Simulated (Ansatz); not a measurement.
**CaHg (Pm-3m): lattice vibrations**

```xyz
2
Lattice="3.7194 0.0000 0.0000 0.0000 3.7194 0.0000 0.0000 0.0000 3.7194" Properties=species:S:1:pos:R:3 pbc="T T T"
Ca    0.0000    0.0000    0.0000
Hg    1.8597    1.8597    1.8597
```

Level of theory, where no other is named: PBEsol, all-electron LAPW in Ansatz 0.2.0, scalar-relativistic. k mesh 10×10×10, Fermi-Dirac smearing of 0.050 eV, basis error target 1 meV/atom. The cell was relaxed by PAW under this functional. This phase needn't be the one found at ambient conditions.

Atoms are displaced by 0.01 Å in the smallest supercells that hold the wave vectors of a 2×2×2 mesh. Negative values stand for unstable modes.

Question: What are the phonon energies at the solved wave vectors, in cm⁻¹?

Answer: 

```csv
q,point,modes (cm⁻¹)
0.000 0.000 0.000,Gamma,132.9 (×3)
0.500 0.000 0.000,X,"55.8 (×2), 58.3, 130.7 (×2), 187.4"
0.500 0.500 0.000,M,"36.7 (×2), 55.5, 113.6, 183.0 (×2)"
0.500 0.500 0.500,R,"56.9 (×3), 185.3 (×3)"
```

Question: Is the structure dynamically stable at these wave vectors?

Answer: Yes, no mode is unstable there; wave vectors off this mesh aren't tested.

Question: How do the optical zone-centre modes decompose, and which are active?

Answer: Point group m-3m: Γ_opt = T1u.

```json
{"label": "T1u", "cm⁻¹": "132.9", "activity": "IR", "mostly": "Ca (83 %)"}
```

In a metal the activity is that of symmetry alone; free carriers screen the infrared modes.

Question: How well do frozen-core PAW files reproduce these all-electron values?

Answer: With a cutoff of 420 eV and displacements of 0.0025 Å, the r.m.s. difference over the modes is 0.0 cm⁻¹; the largest difference is 113.6 (PAW) against 113.6 cm⁻¹ (LAPW).

Question: The cell is scaled evenly to 50.680 and 52.224 Å³ (from 51.452), with free atoms relaxed and the shape held. What are the mode Grüneisen parameters γ = −d ln ω/d ln V?

Answer: For the highest mode, 192.5 cm⁻¹ in the small cell and 182.3 in the large one give γ ≈ 1.81. From the change of the dynamical matrix on each mode:

| point | cm⁻¹ | γ |
| --- | --- | --- |
| Gamma | 132.9 | 2.13 |
| X | 55.8 | 2.07 |
| X | 58.3 | 1.96 |
| X | 130.7 | 1.87 |
| X | 187.4 | 1.81 |
| M | 36.7 | 0.38 |
| M | 55.5 | 2.09 |
| M | 113.6 | 2.15 |
| M | 183.0 | 1.59 |
| R | 56.9 | 2.26 |
| R | 185.3 | 1.58 |

Weighted by the modes' heat capacities at 300 K, the mean on this mesh is 1.72; it moves with the q mesh, and a coarse one overweights the zone boundary.

Known limits: responses of metals move with mesh and smearing; no spin-orbit coupling on heavy atoms; the frozen-core PAW files of the compared runs were fitted under PBE, their cores solved anew for this functional.
